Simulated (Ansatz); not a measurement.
Task: Each is relaxed and computed with LDA in the plane-wave PAW code Ansatz. Which is the only one with a gap?
A. HfGe2, Cmcm (Hf on 4c, Ge on 4c, Ge on 4c)
B. ZnCu2GeS4, I-4 (Pearson symbol tI16)
C. Ge2Mo, MoSi2 or CaC2 type
D. Ni7Ge4, Imm2 (Pearson symbol oI22)

Result: B, ZnCu2GeS4, I-4 (Pearson symbol tI16). ZnCu2GeS4: gap 0.67 eV (direct); Ni7Ge4: metal; HfGe2: metal; Ge2Mo: metal. Standing as an ambient phase not checked: Ni7Ge4, Imm2 (Pearson symbol oI22); HfGe2, Cmcm (Hf on 4c, Ge on 4c, Ge on 4c); Ge2Mo, MoSi2 or CaC2 type. All cells were relaxed under the symmetry of their starts (and spin orders); stability against distortions was not tested throughout. Rows with no word on spin ran without spin polarisation. Spin–orbit coupling is left out wherever it is not named.

Potentials: the later of the program's two PAW sets.
